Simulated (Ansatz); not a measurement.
TlIO3:
```yaml
crystal:
  lattice:
    - [3.14488, 1.81570, 2.64413]
    - [-3.14488, 1.81570, 2.64413]
    - [0.00000, -3.63140, 2.64413]
  atoms:
    - { symbol: Tl, position: [0.00568, 0.00568, 0.00568] }
    - { symbol: I, position: [0.50224, 0.50224, 0.50224] }
    - { symbol: O, position: [0.90491, 0.46242, 0.46242] }
    - { symbol: O, position: [0.46242, 0.90491, 0.46242] }
    - { symbol: O, position: [0.46242, 0.46242, 0.90491] }
```

Relaxed with r²SCAN+D4. Special points in fractions of this cell's reciprocal vectors: Γ (0.000, 0.000, 0.000); T (0.500, 0.500, 0.500); H2 (0.519, 0.481, 0.500); H0 (0.500, -0.481, 0.481); L (0.500, 0.000, 0.000); S0 (0.491, -0.491, 0.000); S2 (0.509, 0.000, 0.491); F (0.500, 0.000, 0.500).

### Question
List the band energies nearest the valence-band maximum at these points for r²SCAN+D4 with spin–orbit coupling in the plane-wave PAW code Ansatz.

### Answer
In eV from the valence-band maximum; about four levels below and three above (degenerate sets whole), none deeper than 8.9 eV; points with the same levels are listed once.

| k | below | above |
|---|---|---|
| Γ | -1.52 -1.52 -1.29 -1.29 | 5.94 5.94 7.03 7.03 |
| T | -0.77 -0.77 -0.04 -0.04 | 2.83 2.83 3.28 3.28 |
| H2 | -0.77 -0.77 -0.06 -0.02 | 2.81 2.87 3.30 3.30 |
| L | -1.23 -1.23 -0.24 -0.24 | 4.11 4.11 4.72 4.72 |
| S0 | -0.88 -0.87 -0.28 -0.27 | 3.68 3.71 4.27 |
| F | -0.88 -0.88 -0.27 -0.27 | 3.69 3.69 4.28 4.28 |

Space group R3m. The first step of the workflow began from a Materials Project structure, measured or hypothetical; the Crystallography Open Database copy checked does not list it. Its standing as an ambient phase is unchecked. The r²SCAN+D4 relaxation kept the symmetry of its start; its stability against distortions is not shown here.

Potentials: the later of the program's two PAW sets.
